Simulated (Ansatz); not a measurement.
Property card for SiO2

SiO2:
```xyz
12
Lattice="4.9826 0.0000 0.0000 0.0000 4.9826 0.0000 0.0000 0.0000 6.9210" Properties=species:S:1:pos:R:3 pbc="T T T"
Si     3.4772     3.4772     3.4605
Si     3.9966     0.9859     5.1908
Si     1.5054     1.5054     0.0000
Si     0.9859     3.9966     1.7303
O      4.4414     3.7953     2.2069
O      3.6786     1.9501     3.9372
O      0.5412     1.1873     5.6674
O      1.3040     3.0325     0.4767
O      1.9501     3.6786     2.9839
O      1.1873     0.5412     1.2536
O      3.0325     1.3040     6.4444
O      3.7953     4.4414     4.7141
```

Space group P4_12_12 (No. 92); conventional cell a = 4.9826 Å, b = 4.9826 Å, c = 6.9210 Å, α = 90.00°, β = 90.00°, γ = 90.00°.

Method: plane-wave PAW r²SCAN (Ansatz code). Structure relaxed to zero pressure with the same functional. Other levels are named where they apply.

### Cell and energy

```yaml
volume_per_atom: 14.32 Å³
density: 2.32 g/cm³
Formation energy from the elements (no fitted shifts): -2.98 eV/atom
```

### Electronic structure

```yaml
band_gap: 6.35 eV (direct)
valence_band_maximum: at Γ
conduction_band_minimum: at Γ
electron_effective_mass: 0.53 mₑ (isotropic)
hole_effective_mass: 1.7, 2.0, 2.0 mₑ (principal values)
HSE06 gap on the r²SCAN cell: 7.51 eV
```

### Mechanics

```yaml
Bulk modulus (Birch–Murnaghan fit): 15.0 GPa
Pressure derivative B′: 4.1
Elastic constants (relaxed ions, GPa): C11 = 58.1, C12 = 4.4, C13 = -8.9, C33 = 46.8, C44 = 75.1, C66 = 27.8
mechanical_stability: stable (all eigenvalues of C positive)
hill_bulk_and_shear_moduli: 14.8 and 42.5 GPa
Young's modulus: 65.1 GPa
Poisson's ratio: -0.23
debye_temperature_from_the_elastic_constants: 561 K
```

### Dielectric response

```yaml
Electronic dielectric constant ε∞ (DFPT): 2.21 (xx = yy), 2.19 (zz)
Static dielectric constant ε0 (ions relaxed, cell fixed): 4.00 (xx = yy), 3.79 (zz)
Born charges (a third of the trace): Si +3.34, O -1.67 e
```

### Phonons

```yaml
Highest zone-centre frequency (without LO–TO term): 1199 cm⁻¹
zone_centre_stability: no imaginary mode at Γ
dynamical_stability_on_the_path: stable (no imaginary branch)
zero_point_energy: 105.2 meV/atom
Vibrational entropy at 300 K: 14.4 J/(K·mol of atoms)
```

### Charges

```yaml
bader_charges: Si +3.37, O -1.68 e
```

Symmetry was held in the r²SCAN relaxation. The references are the lowest solids computed at this level, not always the standard phases (solids in place of the gases).

Potentials: the earlier of the program's two PAW sets.
